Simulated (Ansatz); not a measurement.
NiAu:
Space group R-3m, hexagonal axes (No. 166); a = b = 2.8110 Å, c = 12.8717 Å, α = β = 90.00°, γ = 120.00°

```
atom  site  symmetry       x       y       z
----  ----  --------  ------  ------  ------
Au      3a       -3m  0.0000  0.0000  0.0000
Ni      3b       -3m  0.0000  0.0000  0.5000
```
(The calculation used a cell of 2 atoms; values per cell refer to that cell.)
The run is spin-polarised, in the one order tried: ferromagnetic.

Relaxed at zero pressure with PBE in the plane-wave PAW code Ansatz.

The volume is lowered by 6 % and shape and atoms relax at that volume. What pressure results, and how do the axes share the change?

11.6 GPa; a -2.1 %, b -2.1 %, c -1.9 %; the energy rises by 30 meV/atom.

Give the new structure.


Space group R-3m, hexagonal axes (No. 166); a = b = 2.751 Å, c = 12.630 Å, α = β = 90.00°, γ = 120.00°

```
atom  site  symmetry       x       y       z
----  ----  --------  ------  ------  ------
Au      3a       -3m  0.0000  0.0000  0.0000
Ni      3b       -3m  0.0000  0.0000  0.5000
```

The phase is kept; no other phase was compared at this pressure.

The start of the workflow was typed in or built on a structure type; neither database checked (COD, Materials Project) lists it. Its standing as an ambient phase is unchecked. Symmetry was held in the PBE relaxation; whether a distortion lowers the energy is not shown. Magnetic state: ferromagnetic, the only order run, not a proven ground state. The cell computed holds one magnetic atom, so no antiferromagnetic order was within reach. Its formation energy is positive at this level, so the cell may be metastable or incomplete. Axis ratios of metals converge slowly with the k-mesh, so a and c are less sure than the volume. Scalar-relativistic: spin–orbit coupling is off unless named, which matters more the heavier the elements.

Potentials: the earlier of the program's two PAW sets.
